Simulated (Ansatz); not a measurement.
**Structure relaxation of Ni**

These are results of Ansatz 0.2.0, DFT PBEsol, scalar-relativistic, plane waves, PAW, not measurements. Cutoff 420 eV, Γ-centred k mesh, Gaussian smearing, collinear spin, first started from parallel moments.

The start puts Ni on the iodine structure type (Cmce, No. 64), at a guessed volume.

```xyz
4
Lattice="2.3195 -1.5330 0.0000 2.3195 1.5330 0.0000 0.0000 0.0000 6.2535" Properties=species:S:1:pos:R:3 pbc="T T T"
Ni    2.3195   -1.0731    0.7317
Ni    2.3195   -0.4599    3.8584
Ni    2.3195    1.0731    5.5218
Ni    2.3195    0.4599    2.3951
```

Steps on the 6×6×4 mesh (4 atoms). 11 of 12 steps are shown, and the free energy counts from the last. Trial steps that were taken back and renewals of the plane-wave basis can be among the rows.

```
step  ΔF (meV/atom) V (Å³/atom) P (GPa) largest force component (eV/Å)
   1         1689.1        11.12    41.63                           9.156
   2          766.3        11.12    11.21                           3.190
   3          412.0        10.85     3.46                           1.762
   4          202.9        10.54     2.33                           1.000
   5           72.5        10.25     4.47                           0.425
   6           14.5        10.10     5.91                           0.026
   7            8.8        10.18     3.32                           0.011
   8            7.6        10.29     0.30                           0.002
  10            1.0        10.31     1.35                           0.000
  11            0.0        10.36     0.07                           0.001
  12            0.0        10.36     0.07                           0.001
```

The cell was then made exact in the group found at 0.06 Å. A final relaxation ran on a 28×28×28 mesh. The relaxed crystal, Fm-3m (No. 225):

```cif
data_structure
_symmetry_space_group_name_H-M 'Fm-3m'
_symmetry_Int_Tables_number 225
_cell_length_a 3.4626
_cell_length_b 3.4626
_cell_length_c 3.4626
_cell_angle_alpha 90.000
_cell_angle_beta 90.000
_cell_angle_gamma 90.000
_cell_volume 41.52
loop_
_atom_site_label
_atom_site_type_symbol
_atom_site_symmetry_multiplicity
_atom_site_Wyckoff_symbol
_atom_site_fract_x
_atom_site_fract_y
_atom_site_fract_z
_atom_site_occupancy
Ni1 Ni 4 a 0.00000 0.00000 0.00000 1
```

For Ni, the volume per atom is 10.38 Å³. The density is 9.39 g/cm³. The gap on the 28×28×28 mesh is 0 eV (a metal), the net moment per atom is 0.62 μB and the largest site moment is 0.65 μB.

The final run used a 28×28×28 mesh on its 1-atom cell and 0.10 eV smearing.

Symmetry constrained the relaxation, so the result can be a saddle point.